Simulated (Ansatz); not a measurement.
## Relaxation path: bcc Ba (100), 4 layers

DFT, PBE, PAW with Ansatz's default frozen-core files, scalar-relativistic (Ansatz 0.2.0); a Γ-centred 7×7×1 k mesh, Fermi–Dirac smearing of 0.05 eV, no spin polarisation. The run relaxes the atoms in the fixed cell.

Command: `ansatz run input.yaml --threads 2 --pin off --max-ram 4096MiB --backend cpu --events-out ev --progress --plain --runs-dir out` It took 35 s on 2 threads of Arm Neoverse V1 (shared host), peak memory 0.71 GiB.

```yaml
crystal:
  lattice:
    - [5.0249948434, 0.0, 0.0]
    - [0.0, 5.0249948434, 0.0]
    - [0.0, 0.0, 24.5375]
  atoms:
    - { symbol: Ba, position: [0.25, 0.25, 0.3464087159] }
    - { symbol: Ba, position: [0.75, 0.75, 0.4488029049] }
    - { symbol: Ba, position: [0.25, 0.25, 0.5511970945] }
    - { symbol: Ba, position: [0.75, 0.75, 0.6535912841] }
kpoints:
  mp_grid: { grid: [7, 7, 1] }
scf:
  occupations: { method: fermi_dirac, width: 0.05 }
hamiltonian:
  xc: pbe
  pseudopotentials: { kind: paw }
output:
  forces: true
  stress: true
  eigenvalues: true
relax:
  f_tol: 0.01
  max_steps: 40
efield:
  axis: 3
  amplitude: 0
  dipole_correction: true
```

Each step lists its free energy a cell above the last geometry, and Cartesian positions (Å) with forces (eV/Å).

The first step:

```
step 1  dF = 20.88 meV
  Ba 1.2562 1.2562 8.5000   0.0000 0.0000 -0.0730
  Ba 3.7687 3.7687 11.0125   0.0000 0.0000 0.1953
  Ba 1.2562 1.2562 13.5250   0.0000 0.0000 -0.1953
  Ba 3.7687 3.7687 16.0375   0.0000 0.0000 0.0730
```

Spin–orbit coupling is left out, which matters for the heavy atoms. The cell is 1×1, so reconstructions are forbidden, and in slabs of four or five layers the relaxations can be far larger than at a real surface.

Task: Where does the relaxation end, and by which steps?

Result: After 3 geometries, with a shortest distance of 4.234 Å. The further steps:
```
step 2  dF = 7.74 meV
  Ba 1.2562 1.2562 8.4904   0.0000 0.0000 -0.0384
  Ba 3.7687 3.7687 11.0508   0.0000 0.0000 0.1198
  Ba 1.2562 1.2562 13.4867   0.0000 0.0000 -0.1198
  Ba 3.7687 3.7687 16.0471   0.0000 0.0000 0.0384
step 3  dF = 0.00 meV
  Ba 1.2562 1.2562 8.4931   0.0000 0.0000 0.0062
  Ba 3.7687 3.7687 11.1173   0.0000 0.0000 -0.0024
  Ba 1.2562 1.2562 13.4202   0.0000 0.0000 0.0024
  Ba 3.7687 3.7687 16.0444   0.0000 0.0000 -0.0062
step 4  dF = 0.00 meV  (same geometry, solved once more)
  Ba 1.2562 1.2562 8.4931   0.0000 0.0000 0.0061
  Ba 3.7687 3.7687 11.1173   0.0000 0.0000 -0.0026
  Ba 1.2562 1.2562 13.4202   0.0000 0.0000 0.0026
  Ba 3.7687 3.7687 16.0444   0.0000 0.0000 -0.0061
```
